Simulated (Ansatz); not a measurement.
The elements of this relaxed trial crystal are hidden behind letters.

```
lattice vectors (Å)
   2.3607   -4.1428    0.0000
   2.3607    4.1428    0.0000
   0.0000    0.0000    9.4426
fractional positions
X 0.6620 0.3380 0.7504
X 0.1619 0.8381 0.5000
X 0.6620 0.3380 0.2496
X 0.1617 0.8383 0.0000
X 0.3380 0.6620 0.7504
X 0.8381 0.1619 0.5000
X 0.3380 0.6620 0.2496
X 0.8383 0.1617 0.0000
Z 0.0000 0.0000 0.7503
Z 0.0000 0.0000 0.2497
Z 0.5000 0.5000 0.0000
Q 0.5000 0.5000 0.5000
```

Computed with DFT PBE, scalar-relativistic, plane waves, PAW (Ansatz). Settings of the last relaxation (12-atom cell): 420 eV, 10×10×4 k points, Gaussian smearing of 0.10 eV, no spin polarisation.

```
Space group                                 : Cmmm (No. 65)
Conventional cell                           : a = 4.721 Å, b = 8.286 Å, c = 9.443 Å
Volume per atom                             : 15.39 Å³
Density                                     : 9.46 g/cm³
Energy over the elements                    : −0.09 eV/atom
Gap on the 10×10×4 mesh of the 12-atom cell : 0 eV (a metal)
```

Energies are uncorrected and count from the elements' standard states at the same level.

Q: X is a p-block element of period 4, Z is a d-block element of period 5 and Q is a d-block element of period 6. Which elements are they?

A: X = Ge, Z = Mo, Q = W, so the formula is Ge8Mo3W. Density times volume gives a mean mass of 9.46 × 15.39/1.6605 = 87.7 u per atom, and this set has 87.7 u. Ge on a site of symmetry m has 5 Ge at 2.69–2.78 Å, 4 Mo at 2.71–2.80 Å, 1 W at 2.72 Å and 4 Ge at 3.34 Å; around Mo on a site of symmetry mm2 lie 10 Ge at 2.71–2.80 Å, 2 Mo at 3.34 Å and 2 W at 3.34 Å; around W lie 10 Ge at 2.72–2.80 Å and 4 Mo at 3.34 Å; 3 more sites not described. Other sets within the hints have nearly the same mass, so mass alone doesn't settle it; this one was computed.

These runs have no spin–orbit coupling, which can matter for W. A later test with randomly moved atoms came back to the same energy, though modes that don't fit the test's cell weren't probed.
